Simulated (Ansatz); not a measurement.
The slice is one period of a {100} plane through atoms; its size isn't given.

The numbers are results of PBE (plane waves to 420 eV, PAW, scalar-relativistic; Ansatz, a quantum-chemistry and plane-wave program), not measurements. Inside the PAW spheres the values are not all-electron values, and peaks at nuclei hang on which shells count as valence.

```
|99999887654433333333344567889999|
|99999877654433333333344567789999|
|99998876554444444444444556788999|
|99988776554444444444444556778899|
|88887765544444555554444455677888|
|88777665555555555555555555667778|
|77766555555556666666555555556677|
|66655555555666666666665555555566|
|55555455556667777777666555545555|
|44444455566777888887776655544444|
|44444455667778888888777665544444|
|33344455667788888888877665544433|
|33344456677888888888887766544433|
|33344556678888888888888766554433|
|33344556678888875788888766554433|
|33344556678888850588888766554433|
|33344556678888875788888766554433|
|33344556678888888888888766554433|
|33344456677888888888887766544433|
|33344455667788888888877665544433|
|44444455667778888888777665544444|
|44444455566777888887776655544444|
|55555455556667777777666555545555|
|66655555555666666666665555555566|
|77766555555556666666555555556677|
|88777665555555555555555555667778|
|88887765544444555554444455677888|
|99988776554444444444444556778899|
|99998876554444444444444556788999|
|99999877654433333333344567789999|
|99999887654433333333344567889999|
|99999887654433333333344567889999|
```
Scale: ten equal steps from -3.00 (start of '0') to 0.62 (end of '9'), in the order '0123456789'. Values: log₁₀ of the valence density in e/Å³. The map has 32 points along u (one character each, u = 0 at the left) and 32 along v (v = 0 in the bottom row). The scale is logarithmic, as a density can span decades between atoms and voids; values under 0.001 e/Å³ are set to 0.001.

```
|xxxx9998520000000000000258999xxx|
|xxx999974100000000000001479999xx|
|xx99998630000001110000003689999x|
|99999974100001233321000014799999|
|99999752000013455543100002579999|
|99987520000145677765410000257899|
|88764200002467888887642000024678|
|65431000024788999998874200001345|
|22100000247899999999987420000012|
|00000002478999999999998742000000|
|00000014789999999999999874100000|
|00000146899999999999999986410000|
|000013578999999xxx99999987531000|
|00002468999999xxxxx9999998642000|
|0001357899999xxxxxxx999998753100|
|0001357899999xxxxxxx999998753100|
|0001357899999xxxxxxx999998753100|
|00002468999999xxxxx9999998642000|
|000013578999999xxx99999987531000|
|00000146899999999999999986410000|
|00000014789999999999999874100000|
|00000002478999999999998742000000|
|22100000247899999999987420000012|
|65431000024788999998874200001345|
|88764200002467888887642000024678|
|99987520000145677765410000257899|
|99999752000013455543100002579999|
|99999974100001233321000014799999|
|xx99998630000001110000003689999x|
|xxx999974100000000000001479999xx|
|xxxx9998520000000000000258999xxx|
|xxxx9998620000000000000268999xxx|
```
Scale: ten equal steps from 0.01 (start of '0') to 0.88 (end of '9'), in the order '0123456789'. Values: electron localisation function (ELF). The map has 32 points along u (one character each, u = 0 at the left) and 32 along v (v = 0 in the bottom row). Points within 0.5 Å of a nucleus are blanked (x), as the pseudised field means little there.

Task: Which relaxed crystal do these maps come from?
(A) KCl (rock salt)
(B) NaI (rock salt)
(C) PbSe (rock salt)

Result: A, KCl (rock salt). Atoms on the slice: Cl at (0.50, 0.50); K at (0.00, 0.00)

All were relaxed with their symmetry unable to fall. Spin-orbit coupling is left out.
